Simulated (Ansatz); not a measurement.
**NaCaHfBiO₆ (F-43m), zone-centre modes**

Method: DFT PBE, scalar-relativistic, plane waves, PAW in Ansatz 0.2.0. Settings: plane waves to 420 eV, k-mesh 6×6×6 (Γ-centred), Gaussian smearing 0.05 eV. Spin–orbit coupling is left out, which can shift energies with elements as heavy as these. No spin polarisation.

The starting cell (relaxed at this level; it needn't be the usual structure):

```
CELL_PARAMETERS angstrom
0.00000 4.13521 4.13521
4.13521 0.00000 4.13521
4.13521 4.13521 0.00000
ATOMIC_POSITIONS crystal
Na 0.75000 0.75000 0.75000
Ca 0.25000 0.25000 0.25000
Hf 0.50000 0.50000 0.50000
Bi 0.00000 0.00000 0.00000
O 0.74856 0.25144 0.25144
O 0.25144 0.74856 0.74856
O 0.74856 0.74856 0.25144
O 0.25144 0.25144 0.74856
O 0.25144 0.74856 0.25144
O 0.74856 0.25144 0.74856
```

Harmonic modes by finite displacements of 0.02 Å, without the LO–TO term.

At this geometry, is the structure stable against these modes?

No: 6 modes are unstable, the strongest at 204i cm⁻¹.

List the wavenumbers in cm⁻¹.

204i, 204i, 204i, 142i, 142i, 142i, 0, 0, 0, 44, 44, 44, 120, 120, 120, 190, 190, 190, 230, 230, 230, 336, 336, 336, 602, 602, 617, 617, 617, 805.

Cost: 1 run of about 4.2 core-minutes, on Intel Xeon Platinum 8259CL (Skylake/Cascade Lake) (shared hosts).